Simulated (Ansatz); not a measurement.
Here is the system:

C:
```cif
data_C10
_chemical_formula_sum 'C10'
_space_group_name_H-M_alt 'P 1'
_space_group_IT_number 1
_cell_length_a 6.78022
_cell_length_b 6.78022
_cell_length_c 6.78022
_cell_angle_alpha 60.000
_cell_angle_beta 60.000
_cell_angle_gamma 60.000
loop_
_space_group_symop_operation_xyz
  'x, y, z'
loop_
_atom_site_label
_atom_site_type_symbol
_atom_site_fract_x
_atom_site_fract_y
_atom_site_fract_z
_atom_site_occupancy
C1 C 0.00000 0.00000 0.00000 1
C2 C 0.25000 0.25000 0.25000 1
C3 C 0.08892 0.08892 0.08892 1
C4 C 0.16108 0.16108 0.16108 1
C5 C 0.73324 0.08892 0.08892 1
C6 C 0.51676 0.16108 0.16108 1
C7 C 0.08892 0.73324 0.08892 1
C8 C 0.16108 0.51676 0.16108 1
C9 C 0.08892 0.08892 0.73324 1
C10 C 0.16108 0.16108 0.51676 1
```

This is the r²SCAN-relaxed structure.

Task: All from the program Ansatz at the r²SCAN level (PAW), unless another level is named. Estimate the band gap.

Result: 5.12 eV (smallest direct gap 5.13 eV).

Task: Predict the HSE06 gap on the r²SCAN cell.

Result: 6.13 eV.

Task: Give the valence-band maximum.

Result: at L.

Task: Predict the conduction-band minimum.

Result: on the K–Γ line, 11 % of the way from K (12 equivalent valleys).

Space group Fd-3m. The start of the workflow was typed in or built on a structure type. Its sites differ from those of the usual phase in this space group: another stacking or structure type. The cell was relaxed with r²SCAN under the symmetry of its start; its stability against distortions is not shown here.

Potentials: the later of the program's two PAW sets.
